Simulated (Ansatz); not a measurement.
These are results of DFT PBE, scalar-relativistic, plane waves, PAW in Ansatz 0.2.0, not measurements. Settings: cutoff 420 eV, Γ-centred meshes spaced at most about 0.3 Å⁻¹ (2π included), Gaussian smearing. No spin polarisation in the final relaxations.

These are static total energies at zero pressure. All come from trial cells, and lower structures may exist.

Question: Which of these relaxed structures of Al₅InAs₆ is the lowest in energy?
A.

```
CELL_PARAMETERS angstrom
4.09147 0.00000 0.00000
-2.04574 3.54332 0.00000
0.00000 0.00000 20.21850
ATOMIC_POSITIONS crystal
Al 0.66667 0.33333 0.16682
Al 0.66667 0.33333 0.49337
Al 0.66667 0.33333 0.83988
Al 0.33333 0.66667 0.00340
Al 0.33333 0.66667 0.33026
In 0.33333 0.66667 0.66824
As 0.66667 0.33333 0.28999
As 0.66667 0.33333 0.61569
As 0.66667 0.33333 0.96315
As 0.33333 0.66667 0.12658
As 0.33333 0.66667 0.45344
As 0.33333 0.66667 0.80018
```

B.

```
CELL_PARAMETERS angstrom
7.08651 0.00000 0.00000
-3.54326 6.13710 0.00000
0.00000 0.00000 6.72473
ATOMIC_POSITIONS crystal
Al 0.33833 0.33833 0.00030
Al 0.00000 0.66167 0.00030
Al 0.66167 0.00000 0.00030
Al 0.66667 0.33333 0.50089
Al 0.33333 0.66667 0.50089
In 0.00000 0.00000 0.50182
As 0.35279 0.35279 0.36976
As 0.00000 0.64721 0.36976
As 0.64721 0.00000 0.36976
As 0.66667 0.33333 0.87185
As 0.33333 0.66667 0.87185
As 0.00000 0.00000 0.89856
```

Answer: B. It has Al and In ordered on wurtzite sites, space group P31m (No. 157); the next, A, with Al and In ordered on wurtzite sites, space group P3m1 (No. 156), lies 13 meV/atom higher. Counting As atoms around Al and In (those within 1.25 times the shortest such distance or 1.15 times the sum of covalent radii), the lowest and the next both have Al 4, In 4.

Cells relaxed within their symmetry can be saddle points. Some types were kept out of the candidates beforehand, so the set may lack a known form.
